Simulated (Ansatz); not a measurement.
FeCo (CsCl type, Pm-3m) under volume change, plane-wave PAW PBE (Ansatz code), scaled uniformly.

| V (Å³/atom) | E − E(relaxed) (meV/atom) | P (GPa) |
|---|---|---|
| 10.477 | 67.9 | 22.55 |
| 10.822 | 28.8 | 13.99 |
| 11.168 | 6.8 | 6.54 |
| 11.513 | 0.0 | 0.00 |
| 11.859 | 6.1 | -5.47 |
| 12.204 | 22.8 | -9.92 |
| 12.549 | 48.3 | -13.56 |

Task: What does a third-order Birch–Murnaghan fit give for V₀, B₀ and B′?

Result: V₀ = 11.52 Å³/atom, B₀ = 193 GPa, B′ = 4.5.

Symmetry was held in the PBE relaxation. Spin order of the final state: ferromagnetic, chosen from 5 collinear starts compared on coarse meshes (ties went to the first, and starts can fall back to one state), not a proven ground state. Textbook magnetic order: ferromagnetic.

Potentials: the later of the program's two PAW sets.
